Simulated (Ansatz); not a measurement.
BaGaHO2 in space group P4/mmm (No. 123; Ba on 1d, Ga on 1a, O on 2f, H on 1b), a = 3.9800 Å, b = 3.9800 Å, c = 3.8977 Å, α = 90.00°, β = 90.00°, γ = 90.00°.

Relaxed with the program Ansatz at the r²SCAN level (PAW). Indices refer to the conventional cell of P4/mmm, a = 3.980 Å, b = 3.980 Å, c = 3.898 Å, α = 90.00°, β = 90.00°, γ = 90.00°.

Q: Simulate the powder diffraction pattern (Mo Kα, λ = 0.71073 Å; lines above 1 %) up to 2θ = 45°.

A: Simulated powder pattern, Mo Kα, λ = 0.71073 Å (kinematic, ideal powder, no thermal factors, no anomalous dispersion; the 30 strongest lines at most, above 1 %, up to 2θ = 45°):

| 2θ (°) | d (Å) | I/Imax (%) | hkl |
|---|---|---|---|
| 10.25 | 3.980 | 9.0 | (100) |
| 14.51 | 2.814 | 37 | (110) |
| 14.66 | 2.785 | 100 | (101) |
| 17.92 | 2.282 | 12 | (111) |
| 20.57 | 1.990 | 28 | (200) |
| 21.01 | 1.949 | 13 | (002) |
| 23.03 | 1.780 | 2.3 | (210) |
| 23.43 | 1.750 | 2.2 | (102) |
| 25.36 | 1.619 | 45 | (211) |
| 25.63 | 1.602 | 17 | (112) |
| 29.26 | 1.407 | 9.3 | (220) |
| 29.57 | 1.392 | 18 | (202) |
| 31.37 | 1.314 | 2.0 | (212) |
| 32.80 | 1.259 | 8.0 | (310) |
| 32.87 | 1.256 | 10.0 | (301) |
| 33.44 | 1.235 | 9.4 | (103) |
| 34.52 | 1.198 | 3.0 | (311) |
| 35.07 | 1.180 | 1.4 | (113) |
| 36.30 | 1.141 | 9.0 | (222) |
| 39.10 | 1.062 | 11 | (321) |
| 39.28 | 1.057 | 8.9 | (312) |
| 39.59 | 1.049 | 11 | (213) |
| 41.85 | 0.995 | 2.7 | (400) |
| 42.78 | 0.974 | 1.2 | (004) |
| 44.52 | 0.938 | 1.4 | (330) |
| 44.58 | 0.937 | 7.0 | (411) |

The start of the workflow was typed in or built on a structure type; neither database checked (COD, Materials Project) lists it. Whether it is the stable phase at ambient conditions was not checked. Symmetry was held in the r²SCAN relaxation; its stability against distortions is not shown here. Spin–orbit coupling is left out wherever it is not named.

Potentials: the earlier of the program's two PAW sets.
